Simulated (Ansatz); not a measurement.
Values for one crystal, relaxed and computed with DFT-PBEsol in the program Ansatz with PAW potentials; other levels are named.

Volume per atom: 15.44 Å³
Electronic character: metallic (no gap)
Gap with spin–orbit coupling: none (metallic)
Formation energy from the elements (no fitted shifts): -0.37 eV/atom
Density of states at the Fermi level: 0.17 states/eV per atom (mean over ±0.08 eV)
Pressure derivative B′: 4.6
Bulk modulus (Birch–Murnaghan fit): 137 GPa

Problem. Which compound is it?
A) NbGa3, I4/mmm (Ga on 2b, Ga on 4d, Nb on 2a)
B) GaBi, zinc blende
C) GaBi, rock salt
D) Nb3Au2, I4/mmm (Nb on 4e, Au on 4e, Nb on 2a)

Solution. A, NbGa3, I4/mmm (Ga on 2b, Ga on 4d, Nb on 2a)

The workflow started from an entry of the Crystallography Open Database (COD, 293 K). Its standing as an ambient phase is unchecked. Symmetry was held in the PBEsol relaxation; its stability against distortions is not shown here. The run is not spin-polarised. The references are the lowest solids computed at this level, not always the standard phases. Scalar-relativistic: spin–orbit coupling is off unless named, which matters more the heavier the elements.

Potentials: the later of the program's two PAW sets.
